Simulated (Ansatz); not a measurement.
Polymorphs of B2Ir, each relaxed with plane-wave PAW PBE (Ansatz code):

A: MoSi2 or CaC2 type (I4/mmm)
a = b = 2.810 Å, c = 6.847 Å, α = β = γ = 90.00°

```csv
atom,site,symmetry,x,y,z
Ir,2a,4/mmm,0.0000,0.0000,0.0000
B,4e,4mm,0.0000,0.0000,0.3199
```

B: P6/mmm
a = b = 3.1049 Å, c = 3.2468 Å, α = β = 90.00°, γ = 120.00°

| atom | site | symmetry | x | y | z |
|---|---|---|---|---|---|
| Ir | 1a | 6/mmm | 0.0000 | 0.0000 | 0.0000 |
| B | 2d | -6m2 | 0.3333 | 0.6667 | 0.5000 |

**Question.** Rank these by energy per atom at 0 K (lowest first), as PBE gives it.

**Answer.** A (+0 meV/atom), B (+180 meV/atom)

Constructed cells (a structure type filled with these elements, in neither database checked): A; B. All cells were relaxed under the symmetry of their starts (and spin orders); stability against distortions was not tested throughout. Rows with no word on spin ran without spin polarisation. Scalar-relativistic: spin–orbit coupling is off unless named, which matters more the heavier the elements.

Energies hold the estimated change up to a 700 eV cutoff; steps of a few meV lie near the error of the meshes.

Potentials: the earlier of the program's two PAW sets.
